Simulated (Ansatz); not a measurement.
CuI:
```yaml
crystal:
  lattice:
    - [3.32954, -3.46882, 0.00000]
    - [3.32954, 3.46882, 0.00000]
    - [0.00000, 0.00000, 4.25635]
  atoms:
    - { symbol: Cu, position: [0.41481, 0.58519, 0.75000] }
    - { symbol: Cu, position: [0.58519, 0.41481, 0.25000] }
    - { symbol: I, position: [0.78406, 0.21594, 0.75000] }
    - { symbol: I, position: [0.21594, 0.78406, 0.25000] }
```

Relaxed with LDA. Special points in fractions of this cell's reciprocal vectors: Γ (0.000, 0.000, 0.000); Y (-0.500, 0.500, 0.000); C0 (-0.480, 0.520, 0.000); Σ0 (0.480, 0.480, 0.000); Z (0.000, 0.000, 0.500); A0 (0.480, 0.480, 0.500); E0 (-0.480, 0.520, 0.500); T (-0.500, 0.500, 0.500); S (0.000, 0.500, 0.000); R (0.000, 0.500, 0.500).

List the band energies nearest the valence-band maximum at these points for LDA (plane waves, PAW; program Ansatz).

In eV from the valence-band maximum; about four levels below and three above (degenerate sets whole), none deeper than 8.9 eV; points with the same levels are listed once.

```
k                     below                above
--  -----------------------  -------------------
Γ    -1.76 -1.72 -1.21 0.00       0.82 1.22 1.94
Y   -2.15 -1.20 -0.96 -0.41       1.17 2.62 3.50
C0  -2.15 -1.24 -0.93 -0.41       1.17 2.63 3.51
Z   -2.19 -2.19 -1.93 -1.93  3.64 3.64 3.81 3.81
A0  -2.17 -2.17 -1.94 -1.94  4.28 4.28 5.28 5.28
T   -2.17 -2.17 -1.95 -1.95  4.28 4.28 5.32 5.32
S   -2.16 -1.64 -1.48 -0.78       2.32 3.05 3.42
R   -2.22 -2.22 -1.33 -1.33  1.82 1.82 3.23 3.23
```

Space group Cmcm. The first step of the workflow began from a Materials Project structure, measured or hypothetical; the Crystallography Open Database copy checked does not list it. It is not the phase usual at ambient conditions (space group No. 216). The cell was relaxed with LDA under the symmetry of its start; phonons show weakly imaginary modes. No spin polarisation was allowed. A crystal of weakly bound chains computed without a dispersion correction: the cell and the soft elastic constants depend strongly on that. Scalar-relativistic: spin–orbit coupling is off unless named, which matters more the heavier the elements.

Potentials: the later of the program's two PAW sets.
